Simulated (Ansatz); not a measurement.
Method: PBE, no spin polarisation; PAW, plane waves to 420 eV, 4×5×4 (shifted by 0.5, 0.5, 0 steps) mesh, cold occupations (width 0.0871 eV) (Ansatz 0.2.0), atoms fixed.

Computed maps in the lattice plane spanned by a (left to right, 5.10 Å, 15 points from zero) and b (bottom to top, 5.15 Å, 16 points from zero), 119° apart, at height 0.737 along c. The fields are smooth PAW ones with compensation charges, not the true ones near nuclei.

Valence density. Digits on a logarithmic scale: 0 up to 0.03 e/Å³, each further digit a factor of 1.6, 9 from 1.3 e/Å³ up:
```
446999953356764
459999842234444
479999630122344
479997300123343
467763101344433
244420014676532
111000148998521
000000489998520
000002699997310
321003799985223
642014799864456
862013566545699
952012455557999
842123455569999
632356655569999
434689864469996
```

ELF. Ten even steps from '0' (0.00) to '9' (0.85):
```
005988830047730
029858820012101
059789710000011
179998400000000
168984000121000
035530004776200
001000168999500
000000599799500
000003897698200
431004998883002
862004898730058
972002454211699
961000012215989
930000012238858
500134322149889
101688731159995
```

**Question.** The cell is AgSF6. Which atoms lie within 0.2 Å of this plane, and where (fractions of a and b)?

**Answer.** F at (0.25, 0.85), F at (0.58, 0.44), F at (0.86, 0.12). The whole cell:
```
F Ag S
1.0
     5.09738    0.00000    0.00000
    -2.47724    4.50979    0.00000
     0.06740   -2.68950    4.81613
F Ag S
6 1 1
Cartesian
  -0.7867 1.8687 3.5480
  3.4743 -0.0484 1.2681
  1.8941 0.0388 3.4830
  0.7935 1.7815 1.3331
  4.1480 -1.4232 3.5524
  -1.4604 3.2435 1.2638
  0.0000 0.0000 0.0000
  2.5824 -1.3447 2.4081
```

Origin: a known structure type with other elements, at an estimated volume, so it need not be a known compound. Caveats: many states at the Fermi level without spin polarisation, so a magnetic state may lie lower; the k mesh is coarse if the cell is a metal; atoms or cell far from equilibrium.
